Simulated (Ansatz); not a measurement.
An Ansatz input:

```yaml
crystal:
  lattice:
    - [-2.9308481976, 2.5687861534, 1.347506277]
    - [2.5687861534, -2.9308481976, 1.347506277]
    - [2.8834439508, 2.8834439508, -2.0106235741]
  atoms:
    - { symbol: As, position: [0.0208380531, 0.9791619469, 0.0] }
    - { symbol: As, position: [0.7291619469, 0.2708380531, 0.5] }
hamiltonian:
  xc: lda
  pseudopotentials:
    kind: paw
    azcp:
      As: "pseudopotentials/As.paw.azcp"
basis:
  ecutwfc: 420
  fft_grid_basis: typed
kpoints:
  mp_grid: { grid: [16, 16, 10], shift: [0, 0, 0] }
magnetization:
  spin_polarized: false
scf:
  occupations: { method: fermi_dirac, width: 0.1 }
  lower_state_search: "off"
output:
  stress: true
```

Terminal output

```
Warning: the record states the generating functional pbe (its physics header spells it `PBE`), which answers neither for hamiltonian.xc's functional nor for the lda family's — results may be inconsistent (PPs are generated against a specific XC)
Engine: ansatz 0.2.0, aarch64-unknown-linux-gnu
Pseudopotentials: kind: paw
Pseudopotential: As, paw, valence charge 15, recommended cutoff 420 eV (normal) 
Functional definition: SPW92
  exchange = slater_x
  correlation = pw_c
Crystal: 2 atoms, lattice volume = 38.734 Å³
Basis set: ecut = 420 eV, 733 PW (Γ)
Bands: 19, of which v1, the nominal top of the filled ones, is band 15 counted from 1 (14 counted from 0)
Symmetry: 4 space group operations
Space group: C2/c (ITA 15), of the structure as read, at distance tolerance 3.4e-5 Å
k-points: 690 of 2560
Non-local potential: As, projectors of the file, l = 0: 2, l = 1: 2, l = 2: 3, l = 3: 1
PAW form: soft (Blöchl's): semilocal exchange-correlation on the pseudo side does not see the compensation charge
PAW frozen core: As, regenerated for the run's functional, and the local potential with it (the file was generated under x = pbe(κ = 0.804, μ = 0.2195149727645171), c = pbe(β = 0.06672455060314922))
PAW one-centre angular grid: As, 590 points (default); XC on 64 Gauss nodes
Initial density: superposition of atomic densities (neutral atoms: chi_scale 0, normalization atom), corrected by the library's trained network
Initial wavefunctions: pseudopotential atomic-orbital guess
Functional: x = slater, c = lda
SCF iter   1: F=—  HF=-9547.114496 eV  |F-HF|=—  |Δ(HF+E_count)|=         —  Δρ=5.64e-3  dr2=8.29e-3  ethr=1.77e-3  ⟨swp⟩=5.3  Hψ=61108  notcnv=0
SCF iter   2: F=—  HF=-9547.111784 eV  |F-HF|=—  |Δ(HF+E_count)|=   2.71e-3  Δρ=3.32e-3  dr2=3.60e-3  ethr=2.76e-5  ⟨swp⟩=1.0  Hψ=18665  notcnv=0
SCF iter   3: F=—  HF=-9547.110460 eV  |F-HF|=—  |Δ(HF+E_count)|=   1.32e-3  Δρ=4.64e-4  dr2=1.50e-4  ethr=1.20e-5  ⟨swp⟩=2.0  Hψ=16053  notcnv=0
SCF iter   4: F=—  HF=-9547.110375 eV  |F-HF|=—  |Δ(HF+E_count)|=   8.42e-5  Δρ=2.62e-4  dr2=2.43e-5  ethr=5.01e-7  ⟨swp⟩=2.0  Hψ=23002  notcnv=0
SCF iter   5: F=—  HF=-9547.110365 eV  |F-HF|=—  |Δ(HF+E_count)|=   1.04e-5  Δρ=5.07e-5  dr2=1.02e-6  ethr=8.09e-8  ⟨swp⟩=2.0  Hψ=23468  notcnv=0
SCF iter   6: F=—  HF=-9547.110364 eV  |F-HF|=—  |Δ(HF+E_count)|=   8.03e-7  Δρ=1.41e-5  dr2=1.18e-7  ethr=3.40e-9  ⟨swp⟩=2.0  Hψ=23466  notcnv=0
SCF iter   7: F=-9547.110364 eV  HF=-9547.110364 eV  |F-HF|=4.69e-9  |Δ(HF+E_count)|=   5.20e-8  Δρ=3.70e-6  dr2=7.35e-9  ethr=3.33e-10  ⟨swp⟩=4.0  Hψ=47060  notcnv=0
SCF 1 converged in 7 iterations: F = -9547.110364 eV  dr2 = 7.35e-9
SCF converged after 7 iterations
Free energy (F): -9547.110364 eV
Harris-Foulkes:  -9547.110364 eV  (|F-HF|=4.69e-9)
Internal energy: -9547.088618 eV  (E = F + TS)
E sigma→0 (E₀):  -9547.099491 eV
Entropy (-TS):   -0.021746 eV (-10.873 meV/atom)
Fermi energy:    11.798022 eV
--- Per-component energies (eV) ---
  E_band       = -431.377046
  E_kinetic    = 208.592893
  E_local      = -3119.556411  (includes V_loc(G=0)·N_el)
  E_nonlocal   = -1330.789845
  E_hartree    = 1757.737488
  E_xc         = -159.419315
  E_vxc        = -160.969322  (∫ρ·V_xc dr)
  E_paw        = -3506.100962  (= ΣΔE_a)
  E_vpaw       = 455.868225  (= ΣTr[D̂ρ^β])
  E_aug_tail   = 0.000015  (compensation charges beyond the density's cutoff)
  E_ewald      = -3401.702941
  E_core_change = 4.150460  (= ΣΔE_core)
  E_smearing   = -0.021746  (= −TS)
  E_closure    = 0.000000  (closes the sum)
  Σ components = -9547.110364   (vs F -9547.110364, Δ=0.00e0)
--- Stress (GPa, compression-positive) ---
        3.572843       0.383723      -0.016184
        0.383723       3.572843      -0.016184
       -0.016184      -0.016184       4.191855
  P = ⅓ Tr σ = 3.7792 GPa (37.792 kbar)
```
